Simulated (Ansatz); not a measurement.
Level: PBE, no spin polarisation; 420 eV; 10×10×7 Γ-centred mesh; fermi-dirac occupations (width 0.1 eV); Ansatz 0.2.0, fixed geometry.

Computed maps in the lattice plane spanned by b (left to right, 4.09 Å, 12 points from zero) and c (bottom to top, 5.01 Å, 15 points from zero), 90° apart, at height 0.333 along a. The fields are smooth PAW ones with compensation charges, not the true ones near nuclei.

Valence density. Digits on a logarithmic scale: 0 up to 0.03 e/Å³, each further digit a factor of 1.6, 9 from 1.3 e/Å³ up:
```
566655567655
566655556555
566655567655
555555799975
444445899985
444445899985
433345799975
444444677764
444445667665
444445789875
544456999996
544457999997
555557999997
555557999997
566656799976
```

Q: The cell is Zn$_{3}$Pt$_{2}$. Which atoms lie within 0.2 Å of this plane, and where (fractions of b and c)?

A: Pt at (0.67, 0.16), Zn at (0.67, 0.63). The whole cell:
```
CELL_PARAMETERS angstrom
4.09321 0.00000 0.00000
-2.04660 3.54482 0.00000
0.00000 0.00000 5.01466
ATOMIC_POSITIONS crystal
Pt 0.33330 0.66670 0.16000
Pt 0.66670 0.33330 0.84000
Zn 0.00000 0.00000 0.00000
Zn 0.33330 0.66670 0.63300
Zn 0.66670 0.33330 0.36700
```

Origin: a known structure type with other elements, at an estimated volume, so it need not be a known compound. Caveats: atoms or cell far from equilibrium.
